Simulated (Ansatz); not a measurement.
P$_{2}$Pd in space group C2/c (No. 15; P on 8f, Pd on 4c), plane-wave PAW r²SCAN (Ansatz code), all energies at zero smearing, with the estimated change up to a 700 eV cutoff added, with one set of potentials and settings (totals compare only within such a set). Cell of 6 atoms (4 P, 2 Pd): -17011.152 eV.

```json
[
 {"element": "P", "reference phase": "Cmce, 4 atoms in the cell", "E (eV/atom)": "-759.1646"},
 {"element": "Pd", "reference phase": "Fm-3m, 1 atoms in the cell", "E (eV/atom)": "-6985.7456"}
]
```

Formation energy per atom, worked out: (-17011.152 − 4×(-759.1646) − 2×(-6985.7456))/6 = -0.500 eV/atom (-48 kJ per mol of atoms), at 0 K, without zero-point energy or fitted corrections.

The workflow started from a Materials Project entry (that database holds measured and hypothetical structures alike); the Crystallography Open Database copy checked does not list it. Its standing as an ambient phase is unchecked. The r²SCAN relaxation kept the symmetry of its start; its stability against distortions is not shown here. No spin polarisation was allowed. The references are the lowest solids computed at this level, not always the standard phases.

Potentials: the later of the program's two PAW sets.
